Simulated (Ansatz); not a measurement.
The numbers come from plane-wave PAW DFT (Ansatz): r2SCAN, no spin polarisation, 500 eV, 11×11×6 Γ-centred k points, fermi-dirac occupations (width 0.1 eV). Nothing was relaxed.

Computed maps in the lattice plane spanned by b (left to right, 3.48 Å, 11 points from zero) and c (bottom to top, 5.71 Å, 17 points from zero), 90° apart, at height 0.667 along a. The fields are smooth PAW ones with compensation charges, not the true ones near nuclei.

Valence density. Digits on a logarithmic scale: 0 up to 0.03 e/Å³, each further digit a factor of 1.6, 9 from 1.3 e/Å³ up:
```
66666764567
66666666666
55555555555
45554444444
44444333333
44444333334
55555544445
55556666666
66666789987
66566899997
65556899997
54445799986
43334678875
43234677765
43345667765
54455654566
65556652366
```

ELF. Ten even steps from '0' (0.03) to '9' (0.81):
```
85469952279
64348974589
53346776677
43334332333
34542100001
45553210012
66565432345
87678533346
88788421135
78786300014
66665301013
43344320023
31024444444
31015899997
52136899987
74357733347
86579836449
```

Question: The cell is GaSi. Which atoms lie within 0.2 Å of this plane, and where (fractions of b and c)?

Answer: Si at (0.67, 0.00), Ga at (0.67, 0.38). The whole cell:
```
CELL_PARAMETERS angstrom
1.73942 3.01276 0.00000
-1.73942 3.01276 0.00000
0.00000 0.00000 5.70910
ATOMIC_POSITIONS crystal
Si 0.66667 0.66667 0.00000
Si 0.33333 0.33333 0.50000
Ga 0.66667 0.66667 0.37500
Ga 0.33333 0.33333 0.87500
```

Origin: a known structure type with other elements, at an estimated volume, so it need not be a known compound. Caveats: atoms or cell far from equilibrium.
